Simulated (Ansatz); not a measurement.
The end of the path is a generated cell of CdSe2: the first start was made by placing the elements on the sites of a structure type, and the end was not matched to a known phase here, so it may be hypothetical.

A geometry of CdSe$_{2}$ away from equilibrium: step 2 of the relaxation of a generated cell, CdSe2 placed in the AFLOW prototype AB2_oC24_41_2a_2b (C_e, as in Sn2Pd). These are r2SCAN (plane waves to 500 eV, PAW, scalar-relativistic; Ansatz, an electronic-structure program) values and carry that method's errors. Γ-centred k-mesh 3×3×3 on the run's cell (coarser than for final values), Fermi–Dirac smearing 0.05 eV. The plane waves were selected for a different cell earlier on the path.

```
CdSe2
1.0
    6.55619     0.00000     0.00000
    0.00000     3.29542     6.33158
    0.00000    -3.29542     6.33158
Cd Se
4 8
Cartesian
  0.00000   0.00000  12.68736
  3.27810   0.00000   6.35577
  0.00000   0.00000   9.49261
  3.27810   0.00000   3.16102
  4.19643  -2.31237   4.74907
  2.35976   2.31237   4.74907
  0.91833  -0.98305   4.74907
  5.63786   0.98305   4.74907
  4.91572  -1.74559   7.91706
  1.64047   1.74559   7.91706
  1.63763  -1.54983   7.91706
  4.91856   1.54983   7.91706
```

Give the Cartesian forces on all atoms (eV/Å).


```csv
atom,Fx,Fy,Fz
Cd1,0.00,0.00,0.31
Cd2,0.00,0.00,0.31
Cd3,0.00,0.00,-0.34
Cd4,0.00,0.00,-0.34
Se5,-1.11,-1.07,0.01
Se6,1.11,1.07,0.01
Se7,-1.11,1.07,0.01
Se8,1.11,-1.07,0.01
Se9,0.00,0.29,0.01
Se10,0.00,-0.29,0.01
Se11,0.00,-0.29,0.01
Se12,0.00,0.29,0.01
```

The path ends in Cmce (No. 64). The relaxed cell holds bonded Se–Se pairs (2.40 Å). No spin polarisation in the result.

The run could not lose the symmetry of its start, so the end can be a saddle point.
